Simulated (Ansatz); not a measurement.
## Is this Al2P3 structure a true minimum?

It was reached by relaxing an invented guess, and it needn't be the stable form of this composition.

Level of theory: DFT PBE, scalar-relativistic, plane waves, PAW (Ansatz 0.2.0). Plane waves to 420 eV, a k mesh through Γ of 12×12×6 on the computed 5-atom cell and Gaussian smearing (0.10 eV); no spin polarisation.

The cell below (5 atoms, space group P4/mmm (No. 123)) is relaxed within its symmetry.

```
Al P
1.0
     3.35608    0.00000    0.00000
     0.00000    3.35608    0.00000
     0.00000    0.00000    7.38966
Al P
2 3
Direct
  0.00000 0.00000 0.71109
  0.00000 0.00000 0.28891
  0.50000 0.50000 0.83954
  0.50000 0.50000 0.16046
  0.50000 0.50000 0.50000
```

For the test a repeat of it with 10 atoms (edges 3.36, 6.71, 7.39 Å) was strained at random (σ = 1.5 % a component), the atoms were moved at random (σ = 0.05 Å), and all was relaxed again on a coarse 6×4×4 mesh (in the run’s order of axes) with 0.20 eV smearing, with no symmetry imposed.

An odd number of electrons in the primitive cell allows no gap without spin; a larger cell or a magnetic state could open one. The cell is a metal run without spin; a magnetic state may lie lower.

Question: What happens?

Answer: It doesn't return. The energy falls by 267 meV/atom on that mesh, the volume changes by 3.8 %, and the end has space group Pmmn (No. 59) at a loose tolerance. Relaxed again on a 12×6×6 mesh with 0.10 eV smearing, the new structure lies 258 meV/atom below the first (mesh in the axes of the run's cell; the cell below is made exact in the group named). Space group Pmmn (No. 59), orthorhombic, a = 3.418 Å, b = 6.387 Å, c = 7.907 Å. Al has 6 P at 2.41–2.59 Å; P on its first site has 1 P at 2.13 Å and 2 Al at 2.41 Å; P on its second site is surrounded by 1 P at 2.13 Å and 4 Al at 2.49 Å; P on its third site is surrounded by 6 Al at 2.54–2.59 Å.

```
CELL_PARAMETERS angstrom
3.41820 0.00000 0.00000
0.00000 6.38731 0.00000
0.00000 0.00000 7.90661
ATOMIC_POSITIONS crystal
Al 0.00000 0.74213 0.19368
Al 0.00000 0.25787 0.19368
Al 0.50000 0.75787 0.80632
Al 0.50000 0.24213 0.80632
P 0.00000 0.00000 0.41642
P 0.50000 0.50000 0.31387
P 0.00000 0.00000 0.68613
P 0.50000 0.50000 0.58358
P 0.50000 0.00000 0.06147
P 0.00000 0.50000 0.93853
```
